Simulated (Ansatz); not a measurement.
MgH$_{2}$ (rutile)

```xyz
6
Lattice="4.4844 0.0000 0.0000 0.0000 4.4844 0.0000 0.0000 0.0000 2.9967" Properties=species:S:1:pos:R:3 pbc="T T T"
Mg     0.0000     0.0000     0.0000
Mg     2.2422     2.2422     1.4983
H      1.3664     1.3664     0.0000
H      3.6085     0.8758     1.4983
H      0.8758     3.6085     1.4983
H      3.1180     3.1180     0.0000
```

Scan: atom 5 (H, nearest neighbour Mg at 1.932 Å; its periodic images, 3.0 Å or more away, move with it) is displaced along Cartesian [110], direction (0.707, 0.707, 0.000) in Cartesian axes, by s. The other atoms stay.

All values below come from r2SCAN (plane waves to 500 eV, PAW, scalar-relativistic; Ansatz, a program for electronic structure). k mesh 6×6×9 (Γ-centred), Fermi-Dirac smearing 0.05 eV. E stands for the smeared free energy. MgH2 was relaxed with its symmetry unable to fall. ΔE is measured from the undisplaced structure.

Question: What ΔE (eV/cell) does the calculation give at s (Å) = -0.114, 0.038, 0.114, 0.152, 0.190?

Answer: 
| s (Å) | ΔE (eV/cell) |
|---|---|
| -0.114 | 0.0096 |
| 0.038 | 0.0011 |
| 0.114 | 0.0096 |
| 0.152 | 0.0171 |
| 0.190 | 0.0268 |

(For displaced atoms, the force is minus the slope of the energy, and its curvature is a force constant, which sets phonon frequencies.)
